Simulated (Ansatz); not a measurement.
TiSi$_{2}$:
```
CELL_PARAMETERS angstrom
      1.74297    -6.62794     0.00000
      1.74297     6.62794     0.00000
      0.00000     0.00000     3.53200
ATOMIC_POSITIONS crystal
  Ti 0.89752 0.10248 0.75000
  Ti 0.10248 0.89752 0.25000
  Si 0.55986 0.44014 0.75000
  Si 0.44014 0.55986 0.25000
  Si 0.24959 0.75041 0.75000
  Si 0.75041 0.24959 0.25000
```

Relaxed with LDA. Special points in fractions of this cell's reciprocal vectors: Γ (0.000, 0.000, 0.000); Y (-0.500, 0.500, 0.000); C0 (-0.267, 0.733, 0.000); Σ0 (0.267, 0.267, 0.000); Z (0.000, 0.000, 0.500); A0 (0.267, 0.267, 0.500); E0 (-0.267, 0.733, 0.500); T (-0.500, 0.500, 0.500); S (0.000, 0.500, 0.000); R (0.000, 0.500, 0.500).

Q: List the band energies nearest the Fermi level at these points for plane-wave PAW LDA (Ansatz code).

A: In eV from the Fermi level; about four levels below and three above (degenerate sets whole), none deeper than 8.9 eV; points with the same levels are listed once.

```tsv
k	below	above
Γ	-2.53 -2.23 -2.03 -2.00	0.46 0.84 0.88
Y	-2.66 -2.57 -1.87 -1.19	0.37 0.67 0.72
C0	-1.07 -0.81 -0.78 -0.23	1.26 1.47 1.61
Z	-1.70 -1.70 -0.01 -0.01	1.05 1.05 1.59 1.59
A0	-3.35 -3.35 -2.41 -2.41	1.85 1.85 1.95 1.95
T	-2.11 -2.11 -0.89 -0.89	0.59 0.59 1.69 1.69
S	-1.36 -0.68 -0.60 -0.59	1.29 1.57 1.71
R	-3.16 -3.16 -2.52 -2.52	1.82 1.82 1.94 1.94
```

Space group Cmcm. The LDA relaxation kept the symmetry of its start. No spin polarisation was allowed.

Potentials: the earlier of the program's two PAW sets. The files were generated under PBE; for other functionals the program regenerates the frozen cores, and for LDA and PBEsol the local potential too.
